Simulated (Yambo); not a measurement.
Yambo run on MoS$_{2}$ (space group P6_3/mmc, No. 194). The wavefunctions come from this Quantum ESPRESSO step (PBEsol, PseudoDojo standard norm-conserving files, fully relativistic):

```
&CONTROL
  calculation = 'nscf'
  pseudo_dir = './pseudo'
  outdir = './out'
/
&SYSTEM
  ibrav = 0
  nat = 6
  ntyp = 2
  ecutwfc = 80.0
  ecutrho = 320.0
  occupations = 'fixed'
  force_symmorphic = .true.
  nbnd = 352
  noncolin = .true.
  lspinorb = .true.
/
&ELECTRONS
  conv_thr = 6.000000000000001e-09
  diago_full_acc = .true.
  diago_thr_init = 1e-08
/
ATOMIC_SPECIES
S 32.0600 S.upf
Mo 95.9500 Mo.upf
CELL_PARAMETERS angstrom
  3.149878492041   0.000000000000   0.000000000000
 -1.574939246020   2.727874792941   0.000000000000
  0.000000000000   0.000000000000  12.090819757000
ATOMIC_POSITIONS crystal
S   0.666666667000   0.333333333000   0.620468704700
S   0.333333333667   0.666666666333   0.379531295300
S   0.333333333667   0.666666666333   0.120468704700
S   0.666666667000   0.333333333000   0.879531295300
Mo   0.666666667000   0.333333333000   0.250000000000
Mo   0.333333333667   0.666666666333   0.750000000000
K_POINTS automatic
6 6 1 0 0 0
```

Yambo input:

```
rim_cut
gw0
dyson
el_el_corr
HF_and_locXC
ppa
em1d
RandQpts= 1000000
RandGvec= 1 Ry
EXXRLvcs= 80 Ry
VXCRLvcs= 320 Ry
Chimod= "HARTREE"
% BndsRnXp
 5 | 350 |
%
NGsBlkXp= 7 Ry
% LongDrXp
 1.0 | 1.0 | 1.0 |
%
PPAPntXp= 27.2114 eV
% GbndRnge
 1 | 350 |
%
GTermKind= "BG"
DysSolver= "n"
ExtendOut
% QPkrange
 1 | 1 | 52 | 53 |
 4 | 4 | 52 | 53 |
 5 | 5 | 52 | 53 |
 7 | 7 | 50 | 54 |
%
```

k points by index: 1 = Γ, 4 = M, 5 = (0.167, 0.167, 0), 7 = K.

Resulting energies as the program prints them:

```
#    K-point    Band    Eo [eV]    E [eV]    E-Eo [eV]    Vxc [eV]    Vnlxc [eV]    Sc|Eo [eV]    Sc|E [eV]    dSc/dw|Eo [eV]    Re(Z)    Im(Z)
#
    1    52    0.000000    -0.057148    -0.057148    -16.29952    -16.89791    0.525245    0.541246    -7.613799    0.781369    -0.001324
    1    53    2.028287    2.336607    0.308320    -15.59831    -11.29274    -3.911642    -3.997251    -7.554256    0.782708    -0.804964E-3
    4    52    -1.368402    -1.518047    -0.149646    -14.85348    -16.27262    1.228692    1.269489    -7.415130    0.785851    -0.001490
    4    53    1.586961    2.176773    0.589812    -18.59303    -13.63376    -4.198490    -4.369464    -7.886391    0.775299    -0.001553
    5    52    -1.522865    -1.549118    -0.026253    -16.03996    -17.36639    1.292720    1.300182    -7.713430    0.779139    -0.001490
    5    53    0.737541    1.052266    0.314725    -15.09631    -11.13073    -3.566544    -3.650855    -7.287745    0.788754    -0.001296
    7    50    -0.892887    -0.858088    0.034799    -16.13633    -16.71688    0.624977    0.615348    -7.538469    0.783062    -0.001335
    7    51    -0.635344    -0.588826    0.046518    -16.39118    -16.84438    0.512648    0.499720    -7.568826    0.782379    -0.001332
    7    52    -0.635344    -0.588826    0.046518    -16.39118    -16.84438    0.512648    0.499720    -7.568826    0.782379    -0.001332
    7    53    1.037033    1.516786    0.479753    -17.53439    -13.32094    -3.599125    -3.733699    -7.631867    0.780964    -0.001137
    7    54    1.037033    1.516786    0.479753    -17.53439    -13.32094    -3.599125    -3.733699    -7.631867    0.780964    -0.001137
```
(The two width columns are left out.) Convergence of these settings isn't established.

Geometry relaxed with PBE+D3(BJ).
